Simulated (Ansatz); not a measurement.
Theory: DFT PBE, scalar-relativistic, plane waves, PAW (Ansatz 0.2.0). Settings of the last relaxation (12-atom cell): 420 eV, 6×6×2 k points, Gaussian smearing of 0.02 eV, no spin polarisation.

Formation energies are uncorrected and count from the elements' standard states at the same level.

Task: Propose a candidate for a hexagonal semiconductor that holds S and 2 more elements, with a gap near 0.6 eV, a formation energy near −0.63 eV/atom and a density near 5.12 g/cm³, in a cell of 12 atoms.

Result: Cd3Se2S, space group P6_3mc (No. 186). Cd on its first site has 4 Se at 2.66–2.68 Å; Cd on its second site is surrounded by 3 S at 2.61 Å and 1 Se at 2.69 Å; Se on its first site has 4 Cd at 2.66–2.68 Å; S is surrounded by 4 Cd at 2.57–2.61 Å; 2 more sites not described.

```
CELL_PARAMETERS angstrom
4.31973 0.00000 0.00000
-2.15987 3.74100 0.00000
0.00000 0.00000 21.14794
ATOMIC_POSITIONS crystal
Cd 0.66667 0.33333 0.16692
Cd 0.66667 0.33333 0.49562
Cd 0.66667 0.33333 0.83814
Cd 0.33333 0.66667 0.99562
Cd 0.33333 0.66667 0.33814
Cd 0.33333 0.66667 0.66692
Se 0.66667 0.33333 0.29383
Se 0.66667 0.33333 0.62277
Se 0.33333 0.66667 0.12277
Se 0.33333 0.66667 0.79383
S 0.66667 0.33333 0.95971
S 0.33333 0.66667 0.45971
```

The volume per atom is 28.48 Å³. The density is 5.12 g/cm³. The formation energy is −0.633 eV/atom. The gap on the 6×6×2 mesh of the 12-atom cell is 0.62 eV.

The structure comes from a generated guess, relaxed at this level; another structure or a mixture of phases may lie lower. The answer needn't be unique; the calculation gave this one.

Kohn–Sham gaps at this level usually fall short of measured ones. The reference forms of S and Se are held partly by dispersion forces, which this level lacks. A structure relaxed within its symmetry needn't be a true minimum.
